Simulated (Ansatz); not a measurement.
Ge₂Pt:
```
Ge2Pt
1.0
    5.77930     0.00000     0.00000
    0.00000     6.20195     0.00000
    0.00000     0.00000     2.92034
Ge Pt
4 2
Direct
  0.83283   0.37208   0.00000
  0.16717   0.62792   0.00000
  0.33283   0.12792   0.50000
  0.66717   0.87208   0.50000
  0.00000   0.00000   0.00000
  0.50000   0.50000   0.50000
```

Relaxed with PBEsol. Special points in fractions of this cell's reciprocal vectors: Γ (0.000, 0.000, 0.000); X (0.500, 0.000, 0.000); S (0.500, 0.500, 0.000); Y (0.000, 0.500, 0.000); Z (0.000, 0.000, 0.500); U (0.500, 0.000, 0.500); R (0.500, 0.500, 0.500); T (0.000, 0.500, 0.500).

Q: List the band energies nearest the Fermi level at these points for PBEsol with spin–orbit coupling in the plane-wave PAW code Ansatz.

A: In eV from the Fermi level; about four levels below and three above (degenerate sets whole), none deeper than 8.9 eV; points with the same levels are listed once.

```tsv
k	below	above
Γ	-2.22 -2.22 -1.98 -1.98	1.57 1.57 4.32 4.32
X	-1.00 -1.00 -1.00 -1.00	3.76 3.76 3.76 3.76
S	-0.69 -0.69 -0.69 -0.69	1.13 1.13 1.13 1.13
Y	-0.87 -0.87 -0.87 -0.87	2.87 2.87 2.87 2.87
Z	-1.34 -1.34 -1.34 -1.34	0.01 0.01 0.01 0.01
U	-1.39 -1.39 -0.92 -0.92	0.28 0.28 0.38 0.38
R	-0.13 -0.13 -0.13 -0.13	0.97 0.97 0.97 0.97
T	-0.53 -0.53 -0.42 -0.42	0.62 0.62 0.65 0.65
```

Space group Pnnm. The workflow started from a Materials Project entry (that database holds measured and hypothetical structures alike); the Crystallography Open Database files this formula in space group No. 58, but the cells were not matched. Its standing as an ambient phase is unchecked. The PBEsol relaxation kept the symmetry of its start; of distortions, only those at the zone centre were tested. The run is not spin-polarised.

Potentials: the later of the program's two PAW sets.
